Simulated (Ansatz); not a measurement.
Ag (fcc, Cu type)

```
CELL_PARAMETERS angstrom
      0.00000     2.02717     2.02717
      2.02717     0.00000     2.02717
      2.02717     2.02717     0.00000
ATOMIC_POSITIONS crystal
  Ag 0.00000 0.00000 0.00000
```

Equation-of-state scan: isotropic scaling of the cell above, V₀ being its volume. Symmetry pins the atoms to their sites.

The numbers are results of PBEsol (plane waves to 420 eV, PAW, scalar-relativistic; Ansatz, an electronic-structure program), not measurements. k mesh 21×21×21 (Γ-centred), Fermi-Dirac smearing 0.05 eV. E stands for the smeared free energy. Compression counts positive. Ag was relaxed with its symmetry unable to fall. ΔE is measured from the relaxed starting cell. The last digit holds for this mesh only.

```csv
V (Å³/atom),ΔE (meV/atom)
13.995,withheld
14.528,135.9
15.061,70.3
15.595,28.7
16.128,6.5
16.661,0.0
17.194,6.1
17.727,22.3
18.260,46.6
18.793,77.4
19.327,113.3
```

Task: Fit a third-order Birch-Murnaghan form (E₀, V₀, B₀, B₀′ free) to the given rows and predict ΔE at V = 13.995.

Result: Least squares on the 10 given rows: ΔE = E₀ + (9V₀B₀/16)·y²·[2 + (B₀′ − 4)y], y = (V₀/V)^(2/3) − 1, with V₀ = 16.651 Å³/atom, B₀ = 118.3 GPa (160.2 GPa = 1 eV/Å³; the term in eV is multiplied by 1000), B₀′ = 5.78, E₀ = 0.01 meV/atom; root-mean-square residual 0.03 meV/atom. At 13.995 the fit gives 231.5 meV/atom; the calculation gives 231.2 meV/atom, so the extrapolation is off by 0.3 (+0.1 %). For the pressure the fit gives 33.9 GPa against the computed 33.8 GPa.

(A scan under strain: stresses follow from slopes of the energy per volume, elastic moduli from its curvatures.)
